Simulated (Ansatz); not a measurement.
Band table of PbF$_{2}$

```
Pb F
1.0
     0.00000    2.99955    2.96985
     2.99955    0.00000    2.96985
     2.99955    2.99955    0.00000
Pb F
1 2
Cartesian
  0.0000 0.0000 0.0000
  1.4998 1.4998 1.4849
  4.4993 4.4993 4.4548
```

Atoms are numbered in the order listed.

The geometry is COD entry 9014557, unchecked; take it as a test cell. The listed cell was then made from it by scaling, straining or moving an atom.

No spin–orbit coupling, which matters for the heavy atoms here.

These are results of Ansatz 0.2.0, DFT, LDA, all-electron LAPW, scalar-relativistic, not measurements.

Numerical set-up: a Γ-centred 7×7×7 k mesh, Fermi–Dirac smearing of 0.03 eV, basis error target 0.5 meV/atom, no spin polarisation.

Path points, in fractions of the reciprocal vectors: Γ (0.000, 0.000, 0.000), X (0.000, 0.500, 0.500), P (0.250, 0.750, 0.500), N (0.000, 0.500, 0.000), M (0.500, 0.500, 0.000), S (0.378, 0.622, 0.000), S0 (-0.378, 0.378, 0.000). Levels in eV from the valence-band top; bands 12 to 28, counted from the lowest band of the run. The gap is 4.21 eV, indirect from P (0.25, 0.75, 0.5) to M (0.5, 0.5, 0).

```
# k(1/Å) point b12 b13 b14 b15 b16 b17 b18 b19 b20 b21 b22 b23 b24 b25 b26 b27 b28
0.000 Γ -20.51 -19.89 -14.26 -14.26 -14.26 -14.20 -14.20 -4.73 -2.34 -2.32 -2.32 -1.85 -1.85 -1.78 6.52 6.57 6.57
0.209 - -20.48 -19.91 -14.25 -14.25 -14.24 -14.20 -14.19 -4.94 -2.48 -2.46 -2.24 -1.78 -1.72 -1.65 6.05 6.65 6.69
0.419 - -20.41 -19.97 -14.23 -14.23 -14.21 -14.19 -14.18 -5.41 -2.77 -2.75 -2.03 -1.66 -1.61 -1.19 5.22 6.95 7.00
0.628 - -20.33 -20.04 -14.22 -14.21 -14.20 -14.18 -14.11 -5.90 -3.09 -3.07 -1.75 -1.55 -1.49 -0.68 4.61 7.28 7.34
0.838 - -20.26 -20.09 -14.23 -14.18 -14.18 -14.18 -14.06 -6.26 -3.32 -3.30 -1.52 -1.46 -1.41 -0.30 4.31 7.53 7.59
1.047 X -20.23 -20.12 -14.23 -14.18 -14.18 -14.17 -14.04 -6.39 -3.40 -3.38 -1.43 -1.42 -1.38 -0.16 4.24 7.61 7.68
1.153 - -20.23 -20.12 -14.23 -14.18 -14.18 -14.17 -14.04 -6.38 -3.40 -3.36 -1.45 -1.45 -1.41 -0.14 4.32 7.55 7.58
1.259 - -20.22 -20.13 -14.23 -14.18 -14.18 -14.16 -14.05 -6.37 -3.45 -3.24 -1.63 -1.46 -1.39 -0.10 4.56 7.28 7.41
1.365 - -20.21 -20.14 -14.22 -14.18 -14.18 -14.15 -14.07 -6.36 -3.50 -3.06 -1.90 -1.48 -1.38 -0.05 4.93 6.86 7.29
1.470 - -20.19 -20.16 -14.22 -14.19 -14.18 -14.13 -14.09 -6.34 -3.55 -2.81 -2.21 -1.48 -1.37 -0.01 5.37 6.38 7.21
1.576 P -20.17 -20.17 -14.21 -14.19 -14.18 -14.11 -14.11 -6.34 -3.57 -2.52 -2.52 -1.49 -1.37 0.00 5.87 5.87 7.18
1.724 - -20.18 -20.17 -14.21 -14.19 -14.18 -14.12 -14.10 -6.30 -3.51 -2.54 -2.52 -1.51 -1.42 -0.01 5.72 5.99 7.29
1.873 - -20.19 -20.16 -14.21 -14.21 -14.18 -14.14 -14.09 -6.20 -3.35 -2.57 -2.53 -1.60 -1.56 -0.02 5.41 6.32 7.44
2.021 - -20.20 -20.15 -14.22 -14.22 -14.18 -14.16 -14.07 -6.06 -3.13 -2.60 -2.54 -1.75 -1.73 -0.03 5.12 6.79 7.48
2.169 - -20.22 -20.15 -14.24 -14.23 -14.18 -14.17 -14.06 -5.94 -2.94 -2.58 -2.54 -1.92 -1.90 -0.03 4.91 7.22 7.45
2.317 N -20.22 -20.15 -14.24 -14.24 -14.18 -14.17 -14.06 -5.90 -2.88 -2.54 -2.51 -2.01 -1.99 -0.02 4.83 7.41 7.43
2.499 - -20.28 -20.09 -14.24 -14.24 -14.18 -14.18 -14.08 -5.81 -2.84 -2.52 -2.50 -1.99 -1.98 -0.16 4.89 7.33 7.34
2.681 - -20.36 -20.02 -14.24 -14.24 -14.19 -14.19 -14.12 -5.57 -2.72 -2.47 -2.45 -1.95 -1.93 -0.54 5.11 7.12 7.12
2.863 - -20.43 -19.95 -14.25 -14.25 -14.20 -14.19 -14.19 -5.22 -2.57 -2.40 -2.40 -1.91 -1.87 -1.05 5.55 6.84 6.86
3.045 - -20.49 -19.90 -14.26 -14.25 -14.24 -14.20 -14.20 -4.88 -2.42 -2.35 -2.34 -1.87 -1.83 -1.57 6.17 6.62 6.65
3.227 Γ -20.51 -19.89 -14.26 -14.26 -14.26 -14.20 -14.20 -4.73 -2.34 -2.32 -2.32 -1.85 -1.85 -1.78 6.52 6.57 6.57
3.438 - -20.48 -19.91 -14.25 -14.25 -14.23 -14.20 -14.19 -4.93 -2.46 -2.46 -2.26 -1.78 -1.78 -1.60 6.00 6.69 6.69
3.650 - -20.41 -19.97 -14.23 -14.23 -14.21 -14.19 -14.17 -5.38 -2.77 -2.77 -2.03 -1.66 -1.66 -1.17 5.15 6.99 6.99
3.862 - -20.32 -20.05 -14.22 -14.21 -14.21 -14.18 -14.10 -5.87 -3.09 -3.09 -1.74 -1.54 -1.54 -0.70 4.55 7.31 7.31
4.073 - -20.25 -20.11 -14.23 -14.19 -14.19 -14.17 -14.05 -6.22 -3.32 -3.32 -1.48 -1.46 -1.46 -0.34 4.27 7.55 7.55
4.285 M -20.22 -20.13 -14.23 -14.18 -14.18 -14.17 -14.03 -6.35 -3.41 -3.41 -1.42 -1.42 -1.38 -0.21 4.21 7.64 7.64
4.357 - -20.22 -20.13 -14.23 -14.18 -14.18 -14.17 -14.03 -6.35 -3.41 -3.40 -1.45 -1.43 -1.38 -0.20 4.25 7.56 7.64
4.430 - -20.21 -20.13 -14.23 -14.18 -14.17 -14.17 -14.04 -6.34 -3.41 -3.37 -1.52 -1.45 -1.38 -0.18 4.37 7.36 7.64
4.502 - -20.21 -20.14 -14.23 -14.18 -14.18 -14.16 -14.04 -6.33 -3.40 -3.33 -1.63 -1.48 -1.38 -0.15 4.56 7.09 7.64
4.575 - -20.20 -20.15 -14.23 -14.18 -14.18 -14.15 -14.06 -6.31 -3.38 -3.27 -1.77 -1.52 -1.38 -0.11 4.80 6.80 7.63
4.648 S -20.19 -20.16 -14.22 -14.19 -14.18 -14.14 -14.07 -6.29 -3.36 -3.19 -1.91 -1.57 -1.39 -0.08 5.07 6.50 7.62
4.908 - -20.19 -20.16 -14.22 -14.21 -14.18 -14.15 -14.08 -6.13 -3.19 -2.93 -2.27 -1.73 -1.55 -0.05 5.24 6.50 7.54
5.168 - -20.22 -20.15 -14.24 -14.23 -14.17 -14.17 -14.06 -5.93 -2.92 -2.61 -2.51 -1.95 -1.90 -0.03 4.89 7.28 7.43
5.428 - -20.22 -20.15 -14.24 -14.23 -14.17 -14.17 -14.06 -5.93 -2.92 -2.61 -2.51 -1.95 -1.90 -0.03 4.89 7.28 7.43
5.688 - -20.19 -20.16 -14.22 -14.21 -14.18 -14.15 -14.08 -6.13 -3.19 -2.93 -2.27 -1.73 -1.55 -0.05 5.24 6.50 7.54
5.948 S0 -20.19 -20.16 -14.22 -14.19 -14.18 -14.14 -14.07 -6.29 -3.36 -3.19 -1.91 -1.57 -1.39 -0.08 5.07 6.50 7.62
6.171 - -20.22 -20.13 -14.22 -14.20 -14.19 -14.12 -14.11 -6.15 -3.21 -2.88 -2.34 -1.76 -1.43 -0.08 5.67 5.98 7.53
6.395 - -20.31 -20.06 -14.22 -14.22 -14.20 -14.16 -14.12 -5.86 -2.96 -2.57 -2.51 -1.97 -1.49 -0.35 5.24 6.66 7.30
6.619 - -20.40 -19.98 -14.24 -14.23 -14.20 -14.19 -14.17 -5.43 -2.69 -2.57 -2.17 -2.15 -1.60 -0.88 5.38 6.83 6.96
6.842 - -20.48 -19.91 -14.26 -14.25 -14.23 -14.20 -14.20 -4.96 -2.46 -2.42 -2.28 -1.94 -1.71 -1.51 6.04 6.65 6.68
7.066 Γ -20.51 -19.89 -14.26 -14.26 -14.26 -14.20 -14.20 -4.73 -2.34 -2.32 -2.32 -1.85 -1.85 -1.78 6.52 6.57 6.57
```
